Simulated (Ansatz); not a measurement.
PbTe (rock salt)

```
PbTe
1.0
    0.00000     3.28451     3.28451
    3.28451     0.00000     3.28451
    3.28451     3.28451     0.00000
Te Pb
1 1
Cartesian
  0.00000   0.00000   0.00000
  3.28451   3.28451   3.28451
```

Scan: atom 2 (Pb, nearest neighbour Te at 3.285 Å; its periodic images, 4.6 Å or more away, move with it) is displaced along Cartesian z, direction (0.000, 0.000, 1.000) in Cartesian axes, by s. The other atoms stay.

These are PBE (plane waves to 420 eV, PAW, scalar-relativistic; Ansatz, an electronic-structure program) values and carry that method's errors. k mesh 7×7×7 (Γ-centred), Fermi-Dirac smearing 0.05 eV. Energies are smeared free energies. PbTe was relaxed with its symmetry unable to fall. Spin-orbit coupling is left out, though Pb and Te are heavy. ΔE is measured from the undisplaced structure.

```tsv
s (Å)	ΔE (meV/cell)
-0.660	withheld
-0.528	240
-0.396	85
-0.264	20
-0.132	2
0.000	0
0.132	2
0.264	20
0.396	85
0.528	240
0.660	withheld
```

Question: Fit an even polynomial form (powers 2, 4) to the given rows and predict ΔE at s = -0.660.

Answer: Least squares on the 9 given rows: ΔE = (116.0)·s² + (2675)·s⁴, in meV/cell with s in Å; root-mean-square residual 0.8 meV/cell. At -0.660 the fit gives 558 meV/cell; the calculation gives 542 meV/cell, so the extrapolation is off by 16 (+3.0 %). The quadratic term alone would give 51 meV/cell.

(A displaced cell: forces are minus the slopes of the energy, force constants its curvatures, and phonons follow from these.)
